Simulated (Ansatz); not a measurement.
Data:

Relaxed BaTiO₃ (cubic perovskite):

```
CELL_PARAMETERS angstrom
      3.99404     0.00000     0.00000
      0.00000     3.99404     0.00000
      0.00000     0.00000     3.99404
ATOMIC_POSITIONS crystal
  Ba 0.00000 0.00000 0.00000
  Ti 0.50000 0.50000 0.50000
  O  0.00000 0.50000 0.50000
  O  0.50000 0.50000 0.00000
  O  0.50000 0.00000 0.50000
```

In each cell atom 3 (O, nearest neighbour Ti at 1.997 Å; its periodic images, 4.0 Å or more away, move with it) moves by s·(1.000, 0.000, 0.000) (along Cartesian x), the rest being held.

The numbers are results of r2SCAN (plane waves to 500 eV, PAW, scalar-relativistic; Ansatz, an electronic-structure program), not measurements. k mesh 7×7×7 (Γ-centred), Fermi-Dirac smearing 0.05 eV. Energies are smeared free energies. Left out: 4 of 11 points, with atoms too close for the PAW data. BaTiO3 is run without spin polarisation. BaTiO3 was relaxed with its symmetry unable to fall. This is a high-temperature form of BaTiO3. ΔE is measured from the undisplaced structure.

The scan covers s from -0.240 to 0.240 Å in 7 points.

Problem. Is the energy the same for equal positive and negative displacements?

Solution. Even: the same for both signs. With its periodic images moving along, the atom's site symmetry in this cell is 4/mmm.

Problem. What is the energy change at s = 0.240 Å?

Solution. 216.1 meV/cell.

Problem. What force acts on the atom along the line at s = -0.240 Å?

Solution. 2.40 eV/Å.

Problem. What is the force constant k = d²E/ds² of this move at s = 0?

Solution. 4.98 eV/Å².

(For displaced atoms, the force is minus the slope of the energy, and its curvature is a force constant, which sets phonon frequencies.)
